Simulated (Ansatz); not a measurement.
**MnNi₃: strain energy, fitted**

MnNi₃, Pm-3m, a = 3.549 Å. The structure is a COD entry; whether it is the stable form wasn't checked. Ansatz: r2SCAN, PAW, 500 eV, Γ-centred 14×14×14 mesh on 4 atoms, Gaussian smearing 0.10 eV; collinear spin, largest moment 3.5 μB. Series: equal strain along all axes, cell held, atoms fixed by symmetry; x is the strain in per cent. y is the free energy over the unstrained cell, V0 = 11.176 Å³/atom.

```tsv
x (%)	y (meV/atom)
-3.0	?
-2.0	24.91
-1.0	5.82
0.0	0.00
1.0	5.98
2.0	22.48
3.0	48.41
```

Problem. Fit y = c2 x² + c3 x³ to the other rows, turn c2 into a modulus, and predict the missing energy.

Solution. Least squares on the rows shown. y = 5.8962 x² − 0.16880 x³. In eV per unit strain² c2 is 58.96; the stiffness is B for this strain (E = 9/2 B V0 ε², shape held): 2 × 58.96 × 160.2 / (9 × 11.176) = 188 GPa. The unstrained cell keeps some stress along the strain, worth a slope of 0.31 meV/atom per %, which the form leaves out. At x = -3.0 the fit asked for gives 57.62 meV/atom. The run gave 58.91 meV/atom, so the fit is 1.29 meV/atom too low, 2.2 % of the span of the series, against an rms of 0.20 meV/atom on the fitted rows. The row lies outside the fitted range. With a term in x⁴ added, a fit to the same known rows predicts 56.53 meV/atom, further off still.

The state reached may not be the lowest one. Only parallel moments were tried here.

Cost: 7 runs of about 20 core-minutes in all, on Arm Neoverse V1 (shared hosts).